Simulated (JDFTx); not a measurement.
An input for JDFTx (a modified build) (WC(1 1 -2 0), CANDLE, water, 1 M NaCl; bohr, hartree) and the course of its log:

```
lattice \
  5.3657639473 0.0000000000 0.0000000000 \
  0.0000000000 9.5462955243 0.0000000000 \
  0.0000000000 0.0000000000 44.0306187038
coords-type Lattice
ion C 0.5000000000 0.8109512699 -0.1500959712 0
ion C 0.5000000000 0.3333333330 -0.0938816520 0
ion C 0.5000000000 0.8333333330 -0.0312938840 0
ion C 0.5000000000 0.3333333330 0.0312938840 0
ion C 0.5000000000 0.8333333330 0.0938816520 0
ion C 0.5000000000 0.3109512699 0.1500959712 0
ion W 0.0000000000 0.5198530223 -0.1525585020 0
ion W 0.0000000000 0.0000000000 -0.0938816520 0
ion W 0.0000000000 0.5000000000 -0.0312938840 0
ion W 0.0000000000 0.0000000000 0.0312938840 0
ion W 0.0000000000 0.5000000000 0.0938816520 0
ion W 0.0000000000 0.0198530223 0.1525585020 0
ion-species pseudo/c_pbe_v1.2.upf
ion-species pseudo/w_pbe_v1.2.upf
elec-cutoff 20 100
elec-ex-corr gga-PBE
coulomb-interaction Slab 001
coulomb-truncation-embed 0 0 0
kpoint-folding 8 4 1
elec-smearing Fermi 0.01
elec-n-bands 72
target-mu -0.152142
electronic-scf nIterations 100 energyDiffThreshold 1e-07
fluid LinearPCM
pcm-variant CANDLE
fluid-solvent H2O
fluid-cation Na+ 1
fluid-anion Cl- 1
fluid-minimize nIterations 400 knormThreshold 1e-12
wavefunction read f0.wfns
elec-initial-eigenvals f0.eigenvals
elec-initial-fillings read f0.fillings
fluid-initial-state f0.fluidState
dump-name f0_u3.$VAR
dump End State Ecomponents EigStats BandEigs Forces ElecDensity IonicPositions Fillings Kpoints Dtot FluidDebug BoundCharge FluidDensity
```

```
[one cycle in 5 is shown, and the last three; fluid-solver lines are left out]
	FillingsUpdate:  mu: -0.152142000  nElectrons: 108.635703
SCF: Cycle:  0   G: -429.942523933544521   dG: +4.260e-02   |Residual|: 2.796e-02   |deigs|: 7.512e-06
	FillingsUpdate:  mu: -0.152142000  nElectrons: 108.105907
SCF: Cycle:  5   G: -429.984628701491374   dG: -1.737e-04   |Residual|: 3.384e-03   |deigs|: 8.176e-05
	FillingsUpdate:  mu: -0.152142000  nElectrons: 108.136575
SCF: Cycle: 10   G: -429.984528227282397   dG: +3.479e-04   |Residual|: 3.715e-03   |deigs|: 2.197e-04
	FillingsUpdate:  mu: -0.152142000  nElectrons: 108.198990
SCF: Cycle: 15   G: -429.984401470809530   dG: +4.596e-04   |Residual|: 4.435e-03   |deigs|: 3.743e-04
	FillingsUpdate:  mu: -0.152142000  nElectrons: 108.647009
SCF: Cycle: 20   G: -429.939279657984912   dG: +1.503e-02   |Residual|: 2.793e-02   |deigs|: 9.292e-04
	FillingsUpdate:  mu: -0.152142000  nElectrons: 108.542900
SCF: Cycle: 25   G: -429.954901065115052   dG: -7.015e-03   |Residual|: 2.302e-02   |deigs|: 4.691e-04
	FillingsUpdate:  mu: -0.152142000  nElectrons: 108.597948
SCF: Cycle: 30   G: -429.962342046976346   dG: -6.442e-04   |Residual|: 1.954e-02   |deigs|: 4.962e-05
	FillingsUpdate:  mu: -0.152142000  nElectrons: 108.895896
SCF: Cycle: 35   G: -429.925063942349425   dG: +3.691e-02   |Residual|: 2.975e-02   |deigs|: 2.254e-03
	FillingsUpdate:  mu: -0.152142000  nElectrons: 108.601496
SCF: Cycle: 40   G: -429.961982438720611   dG: -2.248e-03   |Residual|: 1.953e-02   |deigs|: 1.717e-04
	FillingsUpdate:  mu: -0.152142000  nElectrons: 108.887407
SCF: Cycle: 45   G: -429.925049936215999   dG: +2.539e-02   |Residual|: 2.980e-02   |deigs|: 1.435e-03
	FillingsUpdate:  mu: -0.152142000  nElectrons: 108.225880
SCF: Cycle: 50   G: -429.982984092806475   dG: +2.495e-04   |Residual|: 7.107e-03   |deigs|: 1.517e-04
	FillingsUpdate:  mu: -0.152142000  nElectrons: 108.850977
SCF: Cycle: 55   G: -429.941820413040602   dG: -2.319e-02   |Residual|: 2.349e-02   |deigs|: 1.141e-03
	FillingsUpdate:  mu: -0.152142000  nElectrons: 108.692655
SCF: Cycle: 60   G: -429.950836550494671   dG: +6.258e-03   |Residual|: 2.323e-02   |deigs|: 4.277e-04
	FillingsUpdate:  mu: -0.152142000  nElectrons: 108.593513
SCF: Cycle: 65   G: -429.961859495033309   dG: -1.893e-04   |Residual|: 1.981e-02   |deigs|: 4.445e-05
	FillingsUpdate:  mu: -0.152142000  nElectrons: 108.662570
SCF: Cycle: 70   G: -429.954636152710293   dG: +7.053e-03   |Residual|: 2.244e-02   |deigs|: 5.642e-04
	FillingsUpdate:  mu: -0.152142000  nElectrons: 108.751819
SCF: Cycle: 75   G: -429.946852205844834   dG: -7.730e-03   |Residual|: 2.466e-02   |deigs|: 4.534e-04
	FillingsUpdate:  mu: -0.152142000  nElectrons: 108.641767
SCF: Cycle: 80   G: -429.942138705912271   dG: -4.720e-01   |Residual|: 2.668e-02   |deigs|: 1.287e-02
	FillingsUpdate:  mu: -0.152142000  nElectrons: 108.594439
SCF: Cycle: 85   G: -429.958858927062465   dG: -3.086e-02   |Residual|: 2.125e-02   |deigs|: 1.890e-03
	FillingsUpdate:  mu: -0.152142000  nElectrons: 109.131423
SCF: Cycle: 90   G: -429.831341157642214   dG: -1.754e-02   |Residual|: 4.996e-02   |deigs|: 5.552e-04
	FillingsUpdate:  mu: -0.152142000  nElectrons: 110.074896
SCF: Cycle: 95   G: -429.413585971509747   dG: -5.580e-01   |Residual|: 9.528e-02   |deigs|: 7.988e-03
	FillingsUpdate:  mu: -0.152142000  nElectrons: 108.538979
SCF: Cycle: 97   G: -429.960478426082034   dG: -1.691e+00   |Residual|: 2.200e-02   |deigs|: 2.927e-02
	FillingsUpdate:  mu: -0.152142000  nElectrons: 108.588807
SCF: Cycle: 98   G: -429.959061638750939   dG: +1.417e-03   |Residual|: 2.218e-02   |deigs|: 2.511e-04
	FillingsUpdate:  mu: -0.152142000  nElectrons: 108.751131
SCF: Cycle: 99   G: -429.941866126257651   dG: +1.720e-02   |Residual|: 2.719e-02   |deigs|: 1.170e-03
SCF: None of the convergence criteria satisfied after 100 iterations.
IonicMinimize: Iter:   0  G: -429.941866126257651  |grad|_K:  0.000e+00
IonicMinimize: Converged (|grad|_K<1.000000e-04).
```

This run gave no converged result. The electronic loop ended without meeting its threshold, so the last energy, electron count and forces aren't results.
